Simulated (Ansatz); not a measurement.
ZnCdSe₂ in space group P-4m2 (No. 115; Zn on 1c, Cd on 1a, Se on 2g), LDA (plane waves, PAW; program Ansatz), all energies at zero smearing, with the estimated change up to a 700 eV cutoff added, with one set of potentials and settings (totals compare only within such a set). Cell of 4 atoms (1 Zn, 1 Cd, 2 Se): -22133.041 eV.

| element | reference phase | E (eV/atom) |
|---|---|---|
| Zn | P6_3/mmc, 2 atoms in the cell | -3246.2618 |
| Cd | P6_3/mmc, 2 atoms in the cell | -8117.8923 |
| Se | P3_121, 3 atoms in the cell | -5383.2604 |

Formation energy per atom, worked out: (-22133.041 − 1×(-3246.2618) − 1×(-8117.8923) − 2×(-5383.2604))/4 = -0.592 eV/atom (-57 kJ per mol of atoms), at 0 K, without zero-point energy or fitted corrections.

The workflow started from a Materials Project entry (that database holds measured and hypothetical structures alike); the Crystallography Open Database copy checked does not list it. Whether it is the stable phase at ambient conditions was not checked. Symmetry was held in the LDA relaxation; phonons on a q-mesh show no instability. The references are the lowest solids computed at this level, not always the standard phases.

Potentials: the later of the program's two PAW sets.
